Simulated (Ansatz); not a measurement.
Given:

Ba3PbO (anti-perovskite)

```
CELL_PARAMETERS angstrom
     10.69056     0.00000     0.00000
      5.34528     5.34528     0.00000
      0.00000     0.00000     5.34528
ATOMIC_POSITIONS crystal
  Ba 0.25000 0.00000 0.50000
  Ba 0.75000 0.00000 0.50000
  Ba 0.75000 0.50000 0.50000
  Ba 0.25000 0.50000 0.50000
  Ba 0.00000 0.50000 0.00000
  Ba 0.50000 0.50000 0.00000
  Pb 0.00000 0.00000 0.00000
  Pb 0.50000 0.00000 0.00000
  O  0.00000 0.50000 0.50000
  O  0.50000 0.50000 0.50000
```

The atoms are displaced by Q × the pattern below (from a DFPT mode at M = (0.5, 0.5, 0.0), largest move 1; Q in Å), at fixed cell. It is one choice among 3 degenerate patterns. (q is in reciprocal vectors of the primitive cell; the cell shown is doubled to hold the pattern.)

```
atom      x      y       z
----  -----  -----  ------
Ba1   0.000  0.000  -0.160
Ba2   0.000  0.000   0.160
Ba3   0.000  0.000   1.000
Ba4   0.000  0.000  -1.000
```

Atoms not listed stay in place.

Method: LDA (plane waves to 420 eV, PAW, scalar-relativistic; Ansatz, a first-principles code). k mesh 9×9×9 (Γ-centred), Fermi-Dirac smearing 0.05 eV. E stands for the smeared free energy. With partly filled bands, energies and forces of such displacements shift with the k mesh and the smearing. At this level the bands of Ba3PbO touch or barely overlap. Ba3PbO was relaxed with its symmetry unable to fall. Spin-orbit coupling is left out, though Pb is heavy. ΔE is measured from the undisplaced structure.

The scan covers Q from -0.100 to 0.100 Å in 13 points.

Which space group does the distorted structure have?

P2/c (No. 13), lowered from Pm-3m.

Is this a single well or a double well?

A single well with its minimum at or next to zero displacement.

What is the energy change at Q = 0.100 Å?

20.5 meV/cell.

What harmonic wavenumber does the curvature at Q = 0 give?

63 cm⁻¹.

(A displaced cell: forces are minus the slopes of the energy, force constants its curvatures, and phonons follow from these.)
